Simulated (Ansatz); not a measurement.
C in space group P4_2/ncm (No. 138; C on 8i, C on 4b), plane-wave PAW r²SCAN (Ansatz code). The conduction-band minimum lies on the A–Z line, 75 % of the way from A, with 4 equivalent valleys. Second derivatives d²E/dk² of the lowest band at one valley (eV·Å²), along Cartesian directions:

```csv
direction,d²E/dk²
[100],16.75
[010],16.75
[001],14.16
[110],15.59
[101],15.45
[011],15.45
```

Find the principal effective masses, the density-of-states mass and the conductivity mass.

Off-diagonal terms follow from H_xy = H[110] − (H_xx + H_yy)/2, and m*/mₑ = 7.620 eV·Å² over each eigenvalue: 0.43, 0.49, 0.54. One valley's DOS mass (m₁m₂m₃)^(1/3) = 0.48, conductivity mass 3/(Σ 1/mᵢ) = 0.48 mₑ.

What effective density of states Nc follows at 300 K for parabolic valleys?

Nc = 2.509e19 × 4 × (0.48)^(3/2) ≈ 3.3e19 cm⁻³.

The start of the workflow was typed in or built on a structure type; neither database checked (COD, Materials Project) lists it. It is not the phase usual at ambient conditions (space group No. 194, 227). The r²SCAN relaxation kept the symmetry of its start; whether a distortion lowers the energy is not shown.

Potentials: the earlier of the program's two PAW sets.

Edges and masses are those of Kohn–Sham bands, whose gap is no quasiparticle gap.
